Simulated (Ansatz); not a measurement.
Given:

CuO:
```
CuO
1.0
    2.01567    -2.01851     0.00000
    2.01567     2.01851     0.00000
    0.00000     0.00000     5.04453
Cu O
2 2
Direct
  0.00000   0.50000   0.50000
  0.50000   0.00000   0.00000
  0.50000   0.50000   0.25000
  0.50000   0.50000   0.75000
```

This is the LDA-relaxed structure.

### Question
All from DFT-LDA in the program Ansatz with PAW potentials, unless another level is named. Predict the Poisson's ratio.

### Answer
0.43.

### Question
What about the highest zone-centre frequency?

### Answer
556 cm⁻¹.

Space group P4_2/mmc. A made-up cell: these elements were put on the sites of a structure type; neither database checked (COD, Materials Project) lists it. It is not the phase usual at ambient conditions (space group No. 15). Symmetry was held in the LDA relaxation; of distortions, only those at the zone centre were tested. The run is not spin-polarised. No Hubbard U is applied. Without spin polarisation and U, an open-shell compound can come out a false metal. As this level gives no gap, phonon frequencies hold no LO–TO term and depend on the k-mesh and smearing (Fermi–Dirac, 0.1 eV here).

Potentials: the later of the program's two PAW sets.
